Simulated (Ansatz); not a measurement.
Question: Be (hcp (Mg type), P6_3/mmc) is relaxed with LDA in the plane-wave PAW code Ansatz. What lattice parameters of the conventional cell result?

Answer: a = 2.226 Å, c = 3.516 Å.

Its a lies over 2 % below tabulated measurements.

Symmetry was held in the LDA relaxation. Axis ratios of metals converge slowly with the k-mesh, so a and c are less sure than the volume.

Potentials: the earlier of the program's two PAW sets.
